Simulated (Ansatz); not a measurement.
# Ta2SiO2, before and after

The cell of Ta2SiO2 is invented: close-packed anion layers stacked AB, with sites between them filled layer by layer (P-3m1, No. 164) (elements of the layers in order: O O). Its size is a rough estimate.

start.cif

```cif
data_structure
_symmetry_space_group_name_H-M 'P-3m1'
_symmetry_Int_Tables_number 164
_cell_length_a 3.5637
_cell_length_b 3.5637
_cell_length_c 4.9776
_cell_angle_alpha 90.000
_cell_angle_beta 90.000
_cell_angle_gamma 120.000
_cell_volume 54.74
loop_
_atom_site_label
_atom_site_type_symbol
_atom_site_symmetry_multiplicity
_atom_site_Wyckoff_symbol
_atom_site_fract_x
_atom_site_fract_y
_atom_site_fract_z
_atom_site_occupancy
Ta1 Ta 2 d 0.66667 0.33333 0.61558 1
Si1 Si 1 a 0.00000 0.00000 0.00000 1
O1 O 2 d 0.33333 0.66667 0.86955 1
```

Level of theory: DFT PBE, scalar-relativistic, plane waves, PAW (Ansatz). Cutoff 420 eV, Gaussian smearing, Γ-centred meshes. Cell and atoms relax first on a coarse mesh and then on a finer one. In between, the cell is made exact in the group found at 0.06 Å. In metals the finer mesh still leaves noise of several meV/atom or more. The steps can't lower the symmetry of their start. No spin polarisation in the relaxation; trial moments died out in a coarse test.

end.cif

```cif
data_structure
_symmetry_space_group_name_H-M 'P-3m1'
_symmetry_Int_Tables_number 164
_cell_length_a 2.9165
_cell_length_b 2.9165
_cell_length_c 9.6354
_cell_angle_alpha 90.000
_cell_angle_beta 90.000
_cell_angle_gamma 120.000
_cell_volume 70.98
loop_
_atom_site_label
_atom_site_type_symbol
_atom_site_symmetry_multiplicity
_atom_site_Wyckoff_symbol
_atom_site_fract_x
_atom_site_fract_y
_atom_site_fract_z
_atom_site_occupancy
Ta1 Ta 2 d 0.66667 0.33333 0.62825 1
Si1 Si 1 a 0.00000 0.00000 0.00000 1
O1 O 2 d 0.33333 0.66667 0.76202 1
```

The symmetry stays P-3m1 (No. 164). The volume per atom grows by 29.6 %, from 10.9 to 14.2 Å³. The shortest distance goes from 2.16 Å (Si–O) to 2.12 Å (Ta–O). The ratio c/a of the conventional cell changes by a factor of 2.37. The energy falls by about 1.8 eV/atom (the start's value is from the coarse mesh).

- Volume per atom: 14.2 Å³
- Density: 9.9 g/cm³
- Formation energy: −1.06 eV/atom
- Gap on the 12×12×4 mesh of the 5-atom cell: 0 eV (a metal)

Energies over the elements count from the elements' standard structures at the same level (O₂ as a molecule), with no fitted energy shifts. It lies below the elements, which doesn't yet make it stable against other compounds or structures.

The last run used Gaussian smearing of 0.10 eV. No dispersion correction is applied, so the spacing and binding between layers, chains or molecules are poorly described. Spin–orbit coupling, which can matter for Ta, is left out. Symmetry constrained the relaxation, so the result can be a saddle point. In all, the 3 runs took 2.9 min on 1 thread of Arm Neoverse V1 (shared host).
